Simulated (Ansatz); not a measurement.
Polymorphs of ReC, each relaxed with the program Ansatz at the PBE level (PAW):

A: Pm-3m
a = 4.1255 Å, b = 4.1255 Å, c = 4.1255 Å, α = 90.00°, β = 90.00°, γ = 90.00°

```tsv
atom	site	symmetry	x	y	z
Re	3c	4/mm.m	0.0000	0.5000	0.5000
C	3d	4/mm.m	0.0000	0.0000	0.5000
```

B: CsCl type (Pm-3m)
a = 2.692 Å, b = 2.692 Å, c = 2.692 Å, α = 90.00°, β = 90.00°, γ = 90.00°

```
atom  site  symmetry       x       y       z
----  ----  --------  ------  ------  ------
Re      1a      m-3m  0.0000  0.0000  0.0000
C       1b      m-3m  0.5000  0.5000  0.5000
```

C: P-6m2
a = b = 2.8787 Å, c = 2.8143 Å, α = β = 90.00°, γ = 120.00°

```
atom  site  symmetry       x       y       z
----  ----  --------  ------  ------  ------
Re      1a      -6m2  0.0000  0.0000  0.0000
C       1f      -6m2  0.6667  0.3333  0.5000
```

Rank these by energy per atom at 0 K (lowest first), as PBE gives it.

C (+0 meV/atom), A (+381 meV/atom), B (+858 meV/atom)

Constructed cells (a structure type filled with these elements, in neither database checked): B. Typed or built starts, not in the databases checked: A. Standing as an ambient phase not checked: C. All cells were relaxed under the symmetry of their starts (and spin orders); stability against distortions was not tested throughout. Rows with no word on spin ran without spin polarisation. Spin–orbit coupling is left out wherever it is not named.

Energies hold the estimated change up to a 700 eV cutoff; steps of a few meV lie near the error of the meshes.

Potentials: the earlier of the program's two PAW sets.
